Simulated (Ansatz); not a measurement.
zincblende-structured YbS

Method: PBEsol, scalar-relativistic; no spin polarisation; PAW, 420 eV, 8×8×8 k-mesh, Gaussian smearing of 0.05 eV; code Ansatz. The datasets are Ansatz's generated set soft_2.

```
Yb S
1.0
     0.00000    3.06497    3.06497
     3.06497    0.00000    3.06497
     3.06497    3.06497    0.00000
Yb S
1 1
Direct
  0.00000 0.00000 0.00000
  0.25000 0.25000 0.25000
```

The start was a prototype's sites filled with these elements. The Crystallography Open Database lists the compound in space group Fm-3m (rock salt), so this is a trial structure.

The cell is relaxed to zero pressure at this level.

The cell has space group F-43m (read at 0.01 Å). In it the stress is -0.01, -0.01, -0.01, 0.00, 0.00, 0.00 GPa and the largest force component 0.000 eV/Å. Each change below starts from this cell, without further relaxation. Stress is in GPa, positive in compression, in the order xx, yy, zz, yz, xz, xy; energies are counted from the cell above.

**Question.** One atom was moved along a Cartesian axis, and these forces appeared. Which atom, and about how far?
```tsv
atom	Fx (eV/Å)	Fy	Fz
Yb1	0.000	-0.464	0.000
S2	0.000	0.464	0.000
```

**Answer.** Atom 1 (Yb) is moved by 0.08 Å along y; the energy changes by 18.6 meV per cell. Moving the other atom the opposite way is the same thing.

**Question.** A single strain component, atoms carried along, gave the stress 0.42, 0.42, 0.50, 0.00, 0.00, 0.00. Which component, and about how large?

**Answer.** An engineering strain of -1 % in zz; the energy changes by 0.9 meV per cell.

These numbers lack spin–orbit coupling.
